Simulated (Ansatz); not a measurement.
CsCdCl$_{3}$: a kink in the gap at zero strain

CsCdCl$_{3}$, Pm-3m, a = 5.112 Å. The structure is a COD entry; whether it is the stable form wasn't checked. Ansatz: LDA, PAW, 420 eV, Γ-centred 6×6×6 mesh on 5 atoms, Gaussian smearing 0.02 eV; no spin polarisation. Series: uniaxial strain along c, with a, b and atoms relaxed; x is the strain in per cent. The gap is sought over the whole zone. Symmetry holds the atoms on their sites, so the polar shifts and tilts of such a perovskite can't set in.

| x (%) | gap y (eV) |
| --- | --- |
| -6.0 | 1.472 |
| -4.0 | 1.504 |
| -2.0 | 1.545 |
| 0.0 | 1.591 |
| 2.0 | 1.519 |
| 4.0 | 1.456 |
| 6.0 | ? |

Problem. Is one smooth curve through all rows a fair model? Fit what is, and predict the missing gap.

Solution. No: the slope next to zero is 2.3 eV per unit strain under compression and -3.6 under tension. The edges stay at the same points of the zone; such a kink is what a degenerate edge gives when strain splits it, each sign of strain pushing another branch into the gap. Lines through each side, zero included: y = 1.589 − 0.03375 x (tension), y = 1.588 + 0.01990 x (compression). At x = 6.0 the first gives 1.386 eV. The run gave 1.400 eV, so the fit is 0.014 eV too low, 7.3 % of the span of the series, against an rms of 0.002 eV on the fitted rows. The row lies outside the fitted range. The branch bends, which a line through the inner rows can't show.

Spin-orbit coupling is left out, which matters for the bands of heavy elements. Semilocal functionals give gaps under the measured ones; changes of the gap mostly carry over better.